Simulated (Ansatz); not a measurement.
One crystal and one scan (frozen-phonon scan) at two levels, PBE (plane waves to 420 eV, PAW, scalar-relativistic; Ansatz, an electronic-structure program) and r2SCAN (plane waves to 500 eV, PAW, scalar-relativistic; Ansatz), each from its own relaxed cell and on its own mesh.

The crystal is PbS (rock salt); a phonon pattern at L = (0.5, 0.0, 0.0) is frozen into a 4-atom cell, Q being the largest atomic displacement.

PbS was relaxed with its symmetry unable to fall. Spin-orbit coupling is left out, though Pb is heavy. Both scans cover Q from -0.180 to 0.180 Å.

```
quantity                          run 1  run 2
--------------------------------  -----  -----
Lattice constant a (Å)            6.009  5.974
Energy at Q = 0.180 Å (meV/cell)   57.7   59.5
```

Task: Which run is which level?

Result: Run 1 is PBE, run 2 is r2SCAN. PBE gives the higher value for: lattice constant a. PBE gives the lower value for: energy at Q = 0.180 Å. Both give the same space group of the distorted cell: P-1 (No. 2), lowered from Fm-3m.

(For displaced atoms, the force is minus the slope of the energy, and its curvature is a force constant, which sets phonon frequencies.)
